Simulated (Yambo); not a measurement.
How GW settings move the gap: MgS₂

G0W0@LDA for MgS2 (space group C2/m, No. 12) in Yambo. Reference settings: 4×4×4 Γ-centred k mesh, bands 5 to 139 and a 10 Ry block in the screening, 139 bands in G with the Bruneval-Gonze terminator, plasmon pole fitted at 27.2 eV. The LDA gap (0.25, 0.25, 0.25) → (0, 0, -0.5) on this mesh is 0.86 eV; G0W0 gaps are taken between the same points.

```csv
change from the reference,"G0W0 gap (0.25, 0.25, 0.25) → (0, 0, -0.5) (eV)",shift of the valence edge (eV),rough Yambo cost
reference settings,2.37,-1.01,1
wavefunctions cut at 20 Ry,2.40,-0.99,within a factor of two
wavefunctions cut at 30 Ry,2.38,-1.00,within a factor of two
exchange cut at 10 Ry,2.44,-0.93,–
exchange cut at 40 Ry,2.37,-1.00,–
exchange cut at 20 Ry,2.40,-0.99,–
"30 bands in W, 30 bands in G, 2 Ry block",2.20,-0.26,about 1/6
"49 bands in W, 49 bands in G, 4 Ry block",2.23,-0.56,about 1/4
"49 bands in W, 49 bands in G, 8 Ry block",2.37,-0.75,about 1/3
"75 bands in W, 75 bands in G, 6 Ry block",2.34,-0.77,within a factor of two
"75 bands in W, 75 bands in G, 8 Ry block",2.37,-0.86,within a factor of two
"107 bands in W, 107 bands in G, 8 Ry block",2.36,-0.92,within a factor of two
"107 bands in W, 107 bands in G, 2 Ry block",2.14,-0.40,within a factor of two
"4 Ry block, no terminator",2.20,-0.65,within a factor of two
no terminator,2.37,-0.93,within a factor of two
```

The reference isn't shown to be the converged limit. Costs are rough (shared machines), scaled to the same edge states, and given only for runs that recompute the screening.

Geometry relaxed with LDA; primitive cell a = 3.906 Å, b = 3.906 Å, c = 5.033 Å, α = 112.80°, β = 112.80°, γ = 59.15°.

The structure is a Materials Project entry; no match was found in the copy of COD used, and its stability was not checked.

A shift is the quasiparticle energy of the state minus its LDA energy.
